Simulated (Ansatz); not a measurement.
**Question.** Mg (diamond, space group No. 227) is relaxed with r²SCAN (plane waves, PAW; program Ansatz). What lattice parameters of the conventional cell result?

**Answer.** a = 6.843 Å.

Space group Fd-3m (diamond). The start of the workflow was typed in or built on a structure type; neither database checked (COD, Materials Project) lists it. It is not the phase usual at ambient conditions (space group No. 194). Symmetry was held in the r²SCAN relaxation. At this level the phase is mechanically unstable.

Potentials: the later of the program's two PAW sets.
